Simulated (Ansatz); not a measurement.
SbHSe2, a known structure type with other elements, at an estimated volume

```
Sb Se H
1.0
     0.00000    0.00000    6.18032
     3.97251   -3.97251    3.09016
     3.97251    3.97251   -3.09016
Sb Se H
2 4 2
Direct
  0.25000 0.00000 0.00000
  0.75000 0.00000 0.00000
  0.66670 0.50000 0.83340
  0.16670 0.16660 0.50000
  0.33330 0.50000 0.16660
  0.83330 0.83340 0.50000
  0.75000 0.50000 0.50000
  0.25000 0.50000 0.50000
```

Level: r2SCAN, no spin polarisation; 500 eV; 7×7×7 Γ-centred mesh; fermi-dirac occupations (width 0.1 eV); Ansatz 0.2.0, fixed geometry.

**Question.** Where is the largest force?

**Answer.** The largest is on Se3 (and as large on other atoms): 0.54 eV/Å, components (-0.38, -0.38, 0.00). It makes 40° with the line to a nearest neighbour, H8 at 2.43 Å, pointing towards it.

**Question.** What do density and ELF say about some of the short contacts?

**Answer.** Se–H at 2.43 Å: least valence density 0.19 e/Å³ and ELF 0.46 there. Sb–Sb at 3.09 Å: least valence density 0.24 e/Å³ and ELF 0.48 there. Sb–Se at 3.34 Å: least valence density 0.14 e/Å³ and ELF 0.30 there. These are pseudo-fields; inside the PAW spheres they differ from the all-electron ones.

**Question.** Give the Bader charges.

**Answer.** Bader charges in e: Sb +0.71, H +0.10, Se -0.40. In the mean Sb gives up most and Se takes most.

**Question.** What does the stress say?

**Answer.** The pressure is -9.5 GPa (compression positive), so with the atoms held at these fractions the cell would first shrink. The principal stresses -10.7, -10.7, -7.3 GPa differ, so its shape would change too.

**Question.** What happens at the Fermi level?

**Answer.** It is a metal, with about 7.2 states/eV a cell as the mean within 0.25 eV of the Fermi level, mostly Se p (88 %).

**Question.** Is it stable against the elements?

**Answer.** 0.77 eV an atom against the elements' usual phases (free molecules for gases, crystals otherwise, with no correction for O₂ or N₂), so at this geometry it isn't bound against them. Relaxing would lower it.

Origin: a known structure type with other elements, at an estimated volume, so it need not be a known compound. Caveats: many states at the Fermi level without spin polarisation, so a magnetic state may lie lower.

It took 2.5 min on 1 thread of Arm Neoverse V1 (shared host), peak memory 1.2 GiB, starting from a saved density. The time holds forces, stress, Bader, DOS, bands, ELF.
